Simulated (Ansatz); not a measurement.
Cu:
```
Cu
1.0
    4.12817     0.00000     0.00000
   -2.06408     3.57510     0.00000
    0.00000     0.00000     2.47517
Cu
3
Direct
  0.00000   0.00000   0.00000
  0.33333   0.66667   0.50000
  0.66667   0.33333   0.50000
```

Relaxed with PBE. Special points in fractions of this cell's reciprocal vectors: Γ (0.000, 0.000, 0.000); M (0.500, 0.000, 0.000); K (0.333, 0.333, 0.000); A (0.000, 0.000, 0.500); L (0.500, 0.000, 0.500); H (0.333, 0.333, 0.500).

Problem. List the band energies nearest the Fermi level at these points for DFT-PBE in the program Ansatz with PAW potentials.

Solution. In eV from the Fermi level; about four levels below and three above (degenerate sets whole), none deeper than 8.9 eV; points with the same levels are listed once.

| k | below | above |
|---|---|---|
| Γ | -2.27 -2.27 -1.51 -1.51 | 4.46 4.46 4.47 4.47 |
| M | -1.70 -1.60 -1.48 -0.67 | 4.03 13.40 13.41 |
| K | -1.69 -1.68 -1.68 -1.61 | 9.02 9.05 9.05 |
| A | -1.65 -1.65 -1.23 -0.27 | 0.33 8.08 8.44 8.44 |
| L | -1.87 -1.76 -1.53 -1.37 | 0.62 0.73 3.41 |
| H | -1.55 -1.53 -1.36 -1.36 | 0.61 2.33 2.33 |

Space group P6/mmm. The cell is a constructed one: a structure type filled with these elements; neither database checked (COD, Materials Project) lists it. It is not the phase usual at ambient conditions (space group No. 225). Symmetry was held in the PBE relaxation. At this level the phase is dynamically unstable (imaginary phonons). No spin polarisation was allowed.

Potentials: the later of the program's two PAW sets.
